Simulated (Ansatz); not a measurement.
CoSi2 in space group Fddd (No. 70; Si on 16f, Co on 8a), the program Ansatz at the PBE level (PAW), all energies at zero smearing, with the estimated change up to a 700 eV cutoff added, with one set of potentials and settings (totals compare only within such a set). Cell of 6 atoms (4 Si, 2 Co): -12796.104 eV.

```csv
element,reference phase,E (eV/atom)
Si,"Fd-3m, 2 atoms in the cell",-635.8096
Co,"P6_3/mmc, 2 atoms in the cell, spin-polarised",-5126.1559
```

Formation energy per atom, worked out: (-12796.104 − 4×(-635.8096) − 2×(-5126.1559))/6 = -0.092 eV/atom (-9 kJ per mol of atoms), at 0 K, without zero-point energy or fitted corrections.

A made-up cell: these elements were put on the sites of a structure type; neither database checked (COD, Materials Project) lists it. It is not the phase usual at ambient conditions (space group No. 225). The cell was relaxed with PBE under the symmetry of its start; whether a distortion lowers the energy is not shown. The workflow began spin-polarised and lost its moments. The references are the lowest solids computed at this level, not always the standard phases.

Potentials: the later of the program's two PAW sets.
